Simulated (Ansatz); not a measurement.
Cu:
```xyz
1
Lattice="0.0000 1.7590 1.7590 1.7590 0.0000 1.7590 1.7590 1.7590 0.0000" Properties=species:S:1:pos:R:3 pbc="T T T"
Cu     0.0000     0.0000     0.0000
```

Relaxed with the program Ansatz at the LDA level (PAW). Indices refer to the conventional cell of Fm-3m, a = b = c = 3.5180 Å, α = β = γ = 90.00°.

Q: Simulate the powder diffraction pattern (neutron, λ = 1.5401 Å; lines above 1 %) up to 2θ = 90°.

A: Simulated powder pattern, neutron, λ = 1.5401 Å (kinematic, ideal powder, no thermal factors, coherent scattering alone; the 30 strongest lines at most, above 1 %, up to 2θ = 90°):

```json
[
 {"2θ (°)": "44.56", "d (Å)": "2.031", "I/Imax (%)": "100", "hkl": "(111)"},
 {"2θ (°)": "51.92", "d (Å)": "1.759", "I/Imax (%)": "58", "hkl": "(200)"},
 {"2θ (°)": "76.50", "d (Å)": "1.244", "I/Imax (%)": "66", "hkl": "(220)"}
]
```

The cell was relaxed with LDA under the symmetry of its start. The run is not spin-polarised.

Potentials: the earlier of the program's two PAW sets. The files were generated under PBE; for other functionals the program regenerates the frozen cores, and for LDA and PBEsol the local potential too.
